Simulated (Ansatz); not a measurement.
Relaxed-ion elastic tensor of AgW (CsCl type, Pm-3m) in GPa (Voigt order), plane-wave PAW r²SCAN (Ansatz code); density 14.86 g/cm³, 16.30 Å³ per atom.

```
      1     2     3    4    5    6
-  ----  ----  ----  ---  ---  ---
1  61.6   296   296  0.0  0.0  0.0
2   296  61.6   296  0.0  0.0  0.0
3   296   296  61.6  0.0  0.0  0.0
4   0.0   0.0   0.0  139  0.0  0.0
5   0.0   0.0   0.0  0.0  139  0.0
6   0.0   0.0   0.0  0.0  0.0  139
```

Q: Is the crystal mechanically stable?

A: No: the smallest eigenvalue of C is -235 GPa.

The start of the workflow was typed in or built on a structure type; neither database checked (COD, Materials Project) lists it. Whether it is the stable phase at ambient conditions was not checked. The r²SCAN relaxation kept the symmetry of its start. At this level the phase is mechanically unstable. The run is not spin-polarised. Its formation energy is positive at this level, so the cell may be metastable or incomplete. As this level gives no gap, shear constants depend on the k-mesh and smearing (Fermi–Dirac, 0.1 eV here). Scalar-relativistic: spin–orbit coupling is off unless named, which matters more the heavier the elements.

Potentials: the earlier of the program's two PAW sets.
